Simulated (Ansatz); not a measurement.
**Ti3Sb, first-principles data**

Ti$_{3}$Sb:
```xyz
8
Lattice="5.1503 0.0000 0.0000 0.0000 5.1503 0.0000 0.0000 0.0000 5.1503" Properties=species:S:1:pos:R:3 pbc="T T T"
Sb     0.0000     0.0000     0.0000
Sb     2.5752     2.5752     2.5752
Ti     0.0000     2.5752     1.2876
Ti     0.0000     2.5752     3.8627
Ti     1.2876     0.0000     2.5752
Ti     3.8627     0.0000     2.5752
Ti     2.5752     3.8627     0.0000
Ti     2.5752     1.2876     0.0000
```

Space group Pm-3n (No. 223), A15 (Cr3Si type); conventional cell a = b = c = 5.150 Å, α = β = γ = 90.00°.

Method: PBEsol in the plane-wave PAW code Ansatz. Geometry: relaxed at this level of theory. Other levels are named where they apply.

### Cell and energy

| Property | Value |
|---|---|
| Volume per atom | 17.08 Å³ |
| Density | 6.45 g/cm³ |
| Formation energy from the elements (no fitted shifts) | -0.43 eV/atom |

### Electronic structure

| Quantity | Value |
|---|---|
| Electronic character | metallic (no gap) |
| Density of states at the Fermi level | 1.8 states/eV per atom (mean over ±0.08 eV) |
| Gap with spin–orbit coupling | none (metallic) |

### Mechanics

| Property | Result |
|---|---|
| Bulk modulus (Birch–Murnaghan fit) | 130 GPa |
| Pressure derivative B′ | 4.2 |
| Elastic constants (relaxed ions, GPa) | C11 = 223, C12 = 83.6, C44 = 22.2 |
| Mechanical stability | stable (all eigenvalues of C positive) |
| Hill bulk and shear moduli | 130 and 35.9 GPa |
| Young's modulus | 98.7 GPa |
| Poisson's ratio | 0.37 |
| Debye temperature from the elastic constants | 308 K |

### Charges

| Quantity | Result |
|---|---|
| Bader charges | Sb -1.62, Ti +0.54 e |

The workflow started from an entry of the Crystallography Open Database (COD). Its standing as an ambient phase is unchecked. The cell was relaxed with PBEsol under the symmetry of its start; its stability against distortions is not shown here. The run is not spin-polarised. As this level gives no gap, shear constants depend on the k-mesh and smearing (Fermi–Dirac, 0.1 eV here). The references are the lowest solids computed at this level, not always the standard phases. Scalar-relativistic: spin–orbit coupling is off unless named, which matters more the heavier the elements.

Potentials: the later of the program's two PAW sets.
